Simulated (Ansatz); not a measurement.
## LuSnRh4: relaxation (Ansatz)

Run with:

```bash
ansatz run input.yaml --threads 2 --pin off --max-ram 3584MiB --backend cpu --events-out ev --progress --plain --runs-dir out
```

Input:

```yaml
crystal:
  lattice:
    - [0.0, 3.579419, 3.579419]
    - [3.579419, 0.0, 3.579419]
    - [3.579419, 3.579419, 0.0]
  atoms:
    - { symbol: Lu, position: [0.0, 0.0, 0.0] }
    - { symbol: Sn, position: [0.25, 0.25, 0.25] }
    - { symbol: Rh, position: [0.623, 0.623, 0.623] }
    - { symbol: Rh, position: [0.131, 0.623, 0.623] }
    - { symbol: Rh, position: [0.623, 0.623, 0.131] }
    - { symbol: Rh, position: [0.623, 0.131, 0.623] }
  symmetry: { tolerance: 0.0003 }
kpoints:
  mp_grid: { grid: [8, 8, 8], shift: [0, 0, 0] }
magnetization:
  spin_polarized: false
scf:
  occupations: { method: fermi_dirac, width: 0.0231 }
  lower_state_search: "off"
hamiltonian:
  pseudopotentials: { kind: paw }
  xc: r2scan
basis:
  ecutwfc: 500
  fft_grid_basis: typed
relax:
  max_steps: 40
  cell: { p_target: 5.0 }
output:
  forces: true
  stress: true
  eigenvalues: true
  bader: true
  populations: true
  elf: true
  write_potential: true
  volumetric_format: npy
  dos:
    e_range: [-12, 8]
    de: 0.05
    projected: { site_lists: { Lu: [Lu], Rh: [Rh], Sn: [Sn] } }
  write_density: true
checkpoint:
  read: saved_state
```

Origin of the cell: a known structure type with other elements, at an estimated volume, so it need not be a known compound.

The saved state is a converged single point of the same cell.

Steps («new basis» is an SCF on plane waves selected anew at the same cell):

| step | ΔH (meV/atom) | max force component (eV/Å) | P (GPa) | volume (Å³) | SCF iterations | step was |
| --- | --- | --- | --- | --- | --- | --- |
| 1 | 0.0 | 0.421 | 19.62 | 91.72 | 7 | accepted |
| 2 | -1.8 | 0.101 | -6.40 | 104.00 | 10 | accepted |
| 3 | -42.8 | 0.105 | 3.44 | 98.23 | 9 | accepted |
| 4 | -43.5 | 0.104 | 4.94 | 97.49 | 7 | accepted |
| 5 | -43.8 | 0.001 | 4.98 | 97.47 | 5 | accepted |
| 6 | -44.1 | 0.001 | 5.00 | 97.47 | 9 | new basis |

Step 1, with forces in eV/Å:

```xyz
6
Lattice="0.000 3.579 3.579 3.579 0.000 3.579 3.579 3.579 0.000" Properties=species:S:1:pos:R:3:forces:R:3 pbc="T T T" step=1
Lu    0.000    0.000    0.000    0.000    0.000    0.000
Sn    1.790    1.790    1.790    0.000    0.000    0.000
Rh    4.460    4.460    4.460    0.421    0.421    0.421
Rh    4.460    2.699    2.699    0.421   -0.421   -0.421
Rh    2.699    2.699    4.460   -0.421   -0.421    0.421
Rh    2.699    4.460    2.699   -0.421    0.421   -0.421
```

Step 2, with forces in eV/Å:

```xyz
6
Lattice="0.000 3.732 3.732 3.732 0.000 3.732 3.732 3.732 0.000" Properties=species:S:1:pos:R:3:forces:R:3 pbc="T T T" step=2
Lu    0.000    0.000    0.000    0.000    0.000    0.000
Sn    1.866    1.866    1.866    0.000    0.000    0.000
Rh    4.654    4.654    4.654    0.101    0.101    0.101
Rh    4.654    2.811    2.811    0.101   -0.101   -0.101
Rh    2.811    2.811    4.654   -0.101   -0.101    0.101
Rh    2.811    4.654    2.811   -0.101    0.101   -0.101
```

Step 3, with forces in eV/Å:

```xyz
6
Lattice="0.000 3.662 3.662 3.662 0.000 3.662 3.662 3.662 0.000" Properties=species:S:1:pos:R:3:forces:R:3 pbc="T T T" step=3
Lu    0.000    0.000    0.000    0.000    0.000    0.000
Sn    1.831    1.831    1.831    0.000    0.000    0.000
Rh    4.568    4.568    4.568    0.105    0.105    0.105
Rh    4.568    2.756    2.756    0.105   -0.105   -0.105
Rh    2.756    2.756    4.568   -0.105   -0.105    0.105
Rh    2.756    4.568    2.756   -0.105    0.105   -0.105
```

Step 4, with forces in eV/Å:

```xyz
6
Lattice="0.000 3.653 3.653 3.653 0.000 3.653 3.653 3.653 0.000" Properties=species:S:1:pos:R:3:forces:R:3 pbc="T T T" step=4
Lu    0.000    0.000    0.000    0.000    0.000    0.000
Sn    1.826    1.826    1.826    0.000    0.000    0.000
Rh    4.562    4.562    4.562   -0.104   -0.104   -0.104
Rh    4.562    2.744    2.744   -0.104    0.104    0.104
Rh    2.744    2.744    4.562    0.104    0.104   -0.104
Rh    2.744    4.562    2.744    0.104   -0.104    0.104
```

Step 6, with forces in eV/Å:

```xyz
6
Lattice="0.000 3.653 3.653 3.653 0.000 3.653 3.653 3.653 0.000" Properties=species:S:1:pos:R:3:forces:R:3 pbc="T T T" step=6
Lu    0.000    0.000    0.000    0.000    0.000    0.000
Sn    1.826    1.826    1.826    0.000    0.000    0.000
Rh    4.559    4.559    4.559   -0.001   -0.001   -0.001
Rh    4.559    2.746    2.746   -0.001    0.001    0.001
Rh    2.746    2.746    4.559    0.001    0.001   -0.001
Rh    2.746    4.559    2.746    0.001   -0.001    0.001
```

* Enthalpy lowered by: 44.1 meV/atom
* Volume change: 6.27 %
* Final pressure: 5.00 GPa
* Relaxation steps listed: 6

Caveats: no moments, though an odd count or open d shells may carry them; no spin-orbit coupling, though heavy elements are present; the relaxation held the start's symmetry, so the end may be a saddle point.

It ran for 87 s on 2 threads of Intel(R) Xeon(R) 6975P-C (Granite Rapids) (shared host), peak memory 0.78 GiB, from a saved density.
